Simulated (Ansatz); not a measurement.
Data:

CsBH$_{4}$:
```xyz
6
Lattice="0.0000 3.6114 3.6114 3.6114 0.0000 3.6114 3.6114 3.6114 0.0000" Properties=species:S:1:pos:R:3 pbc="T T T"
Cs     0.0000     0.0000     0.0000
B      3.6114     3.6114     3.6114
H      4.3248     4.3248     2.8980
H      4.3248     2.8980     4.3248
H      2.8980     4.3248     4.3248
H      2.8980     2.8980     2.8980
```

This is the PBEsol-relaxed structure. x, y and z are the axes in which the lattice vectors are written.

Q: All from PBEsol in the plane-wave PAW code Ansatz, unless another level is named. Estimate the Hill bulk and shear moduli.

A: 12.5 and 6.4 GPa.

Q: What about the piezoelectric stress constants (proper, relaxed ions, C/m²)?

A: e14 = e25 = e36 = 0.03.

Q: And the elastic constants (relaxed ions, GPa)?

A: C11 = 30.5, C12 = 3.5, C44 = 3.7.

Space group F-43m. The workflow started from a Materials Project entry (that database holds measured and hypothetical structures alike); the Crystallography Open Database copy checked does not list it. Whether it is the stable phase at ambient conditions was not checked. The PBEsol relaxation kept the symmetry of its start; whether a distortion lowers the energy is not shown. Signs of piezoelectric constants follow the polarity of the cell as given. Scalar-relativistic: spin–orbit coupling is off unless named, which matters more the heavier the elements.

Potentials: the later of the program's two PAW sets.
